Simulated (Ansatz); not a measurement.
Ga, first-principles data

Ga:
Space group Fd-3m, origin choice 1 (No. 227); a = 5.758 Å, b = 5.758 Å, c = 5.758 Å, α = 90.00°, β = 90.00°, γ = 90.00°

| atom | site | symmetry | x | y | z |
|---|---|---|---|---|---|
| Ga | 8b | -43m | 0.5000 | 0.5000 | 0.5000 |
(The calculation used a cell of 2 atoms; values per cell refer to that cell.)

Space group Fd-3m (No. 227), diamond; conventional cell a = b = c = 5.758 Å, α = β = γ = 90.00°.

Method: the program Ansatz at the PBEsol level (PAW). The cell and atoms are relaxed at this level. Other levels are named where they apply.

**Cell and energy**

```json
{
  "volume_per_atom": "23.87 Å³",
  "density": "4.85 g/cm³"
}
```

**Electronic structure**

```json
{
  "electronic_character": "metallic (no gap)",
  "Density of states at the Fermi level": "0.64 states/eV per atom (mean over ±0.08 eV)",
  "Gap with spin–orbit coupling": "none (metallic)"
}
```

**Mechanics**

```json
{
  "Bulk modulus (Birch–Murnaghan fit)": "44.3 GPa",
  "Pressure derivative B′": "4.8",
  "Elastic constants (relaxed ions, GPa)": "C11 = 30.1, C12 = 50.1, C44 = -24.2",
  "mechanical_stability": "unstable (C has a negative eigenvalue)"
}
```

**Phonons**

```json
{
  "highest_zone_centre_frequency": "180 cm⁻¹",
  "zone_centre_stability": "no imaginary mode at Γ"
}
```

The start of the workflow was typed in or built on a structure type; neither database checked (COD, Materials Project) lists it. It is not the phase usual at ambient conditions (space group No. 64). Symmetry was held in the PBEsol relaxation. The volume moved by -22 % from the start of the relaxation. As this level gives no gap, shear constants depend on the k-mesh and smearing (Fermi–Dirac, 0.1 eV here). As this level gives no gap, phonon frequencies hold no LO–TO term and depend on the k-mesh and smearing (Fermi–Dirac, 0.1 eV here). Scalar-relativistic: spin–orbit coupling is off unless named, which matters more the heavier the elements.

Potentials: the later of the program's two PAW sets.
